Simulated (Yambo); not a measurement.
Yambo run on Rb$_{2}$LiYF$_{6}$ (space group Fm-3m, No. 225). The wavefunctions are PBEsol (pw.x of Quantum ESPRESSO, ONCV potentials, no spin-orbit coupling) ones on a 2×2×2 mesh (37 occupied bands); a = b = c = 6.161 Å, α = β = γ = 60.00°.

Yambo input:

```
rim_cut
HF_and_locXC
RandQpts= 1000000
RandGvec= 1 Ry
EXXRLvcs= 84 Ry
VXCRLvcs= 336 Ry
% QPkrange
 1 | 1 | 37 | 38 |
 2 | 2 | 37 | 38 |
 3 | 3 | 37 | 38 |
%
```

k points by index: 1 = Γ, 2 = L, 3 = X.

Table of the .hf output:

```
#    K-point    Band    Eo [eV]    Ehf [eV]    Vxc [eV]    Vnlxc [eV]
#
    1    37    0.000000    -7.757173    -22.21621    -29.97338
    1    38    6.738976    11.18374    -9.021566    -4.576798
    2    37    -0.198681    -7.991599    -21.85236    -29.64528
    2    38    8.077097    14.02741    -13.96817    -8.017859
    3    37    -0.013498    -7.758130    -22.17114    -29.91578
    3    38    8.080709    14.01002    -14.30592    -8.376616
```
Exchange alone, without screening.

Geometry of the Materials Project entry, not relaxed at this level.

The structure is a Materials Project entry; no match was found in the copy of COD used, and its stability was not checked.
